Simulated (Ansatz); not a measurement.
Zr (hcp (Mg type)), relaxed and computed with several functionals in Ansatz (plane waves, PAW).

| functional | a (Å) | c (Å) | V (Å³/atom) | B₀ by P(V) fit (GPa) |
|---|---|---|---|---|
| LDA | 3.143 | 5.092 | 21.79 | 101 |
| r²SCAN | 3.246 | 5.152 | 23.51 | 95.2 |
| PBEsol | 3.184 | 5.119 | 22.47 | 97.6 |
| PBE | 3.232 | 5.171 | 23.39 | 93.1 |

All cells were relaxed under the symmetry of their starts (and spin orders); stability against distortions was not tested throughout. Named crystals with no word on spin ran without spin polarisation. Scalar-relativistic: spin–orbit coupling is off unless named, which matters more the heavier the elements.

Potentials: the earlier of the program's two PAW sets. The files were generated under PBE; for other functionals the program regenerates the frozen cores, and for LDA and PBEsol the local potential too.

Ansatz (a program for electronic structure) is a plane-wave DFT program.
